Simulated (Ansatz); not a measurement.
Density of states of a ZnCu₄Sn₃ cell (elements on a bcc lattice, relaxed), per eV and atom, broadened by Gaussian smearing of width 0.1 eV and averaged over bins of 0.3 eV, from 8 eV under the Fermi level at most up to where the solved bands end.

These are results of Ansatz, DFT PBE, scalar-relativistic, plane waves, PAW, not measurements.

Plane waves to 420 eV, a k mesh through Γ of 5×5×5 on the computed 16-atom cell and Gaussian smearing (0.10 eV); no spin polarisation.

```
Cu Zn Sn
1.0
     6.94269   -0.46516    0.22076
    -0.49529    6.44058    0.05030
     0.23657    0.05406    6.49311
Cu Zn Sn
8 2 6
Direct
  0.91660 0.12074 0.87101
  0.52748 0.97266 0.93439
  0.39388 0.59200 0.88381
  0.72887 0.11388 0.22055
  0.27339 0.79011 0.22439
  0.65212 0.35834 0.92313
  0.15951 0.85897 0.85758
  0.79132 0.73542 0.79741
  0.30558 0.22262 0.75252
  0.63522 0.69509 0.16295
  0.99700 0.50028 0.08163
  0.98963 0.98578 0.47116
  0.33993 0.23677 0.19780
  0.50894 0.88125 0.53876
  0.11289 0.52988 0.57058
  0.66870 0.41670 0.50973
```

```tsv
E − E_F (eV)	total	Cu 3d	Zn 3d	Sn 5p	Sn 5s
-7.90	0.385	0.015	0.127	0.048	0.149
-7.60	1.256	0.028	1.021	0.044	0.118
-7.30	2.690	0.037	2.481	0.053	0.063
-7.00	0.451	0.018	0.233	0.045	0.110
-6.70	0.295	0.021	0.072	0.044	0.107
-6.40	0.234	0.025	0.030	0.039	0.093
-6.10	0.218	0.028	0.015	0.048	0.056
-5.80	0.162	0.026	0.007	0.044	0.028
-5.50	0.277	0.060	0.007	0.078	0.039
-5.20	0.333	0.088	0.007	0.102	0.036
-4.90	0.439	0.176	0.007	0.118	0.036
-4.60	0.513	0.259	0.006	0.126	0.029
-4.30	0.855	0.554	0.008	0.175	0.021
-4.00	1.391	1.080	0.010	0.203	0.018
-3.70	2.036	1.751	0.011	0.188	0.019
-3.40	2.445	2.198	0.009	0.153	0.021
-3.10	2.626	2.382	0.008	0.144	0.026
-2.80	2.885	2.666	0.009	0.108	0.036
-2.50	2.689	2.463	0.005	0.108	0.045
-2.20	1.519	1.269	0.003	0.119	0.054
-1.90	0.713	0.449	0.002	0.150	0.041
-1.60	0.554	0.243	0.002	0.188	0.038
-1.30	0.476	0.155	0.002	0.194	0.042
-1.00	0.436	0.113	0.002	0.195	0.039
-0.70	0.346	0.071	0.001	0.161	0.036
-0.40	0.334	0.054	0.001	0.158	0.036
-0.10	0.379	0.050	0.001	0.178	0.040
0.20	0.366	0.040	0.001	0.178	0.037
0.50	0.409	0.039	0.001	0.195	0.039
0.80	0.357	0.030	0.001	0.171	0.029
1.10	0.364	0.026	0.001	0.173	0.025
```

The columns after the total are the largest Löwdin projections on the valence shells of the potentials, so they needn't add up, and the weight of a shell that a potential lacks goes to other orbitals. The cell has no gap on the mesh.

Cost: 2 runs of about 34 core-minutes in all (earlier runs that led there not counted), on Intel Xeon Platinum 8259CL (Skylake/Cascade Lake) (shared hosts).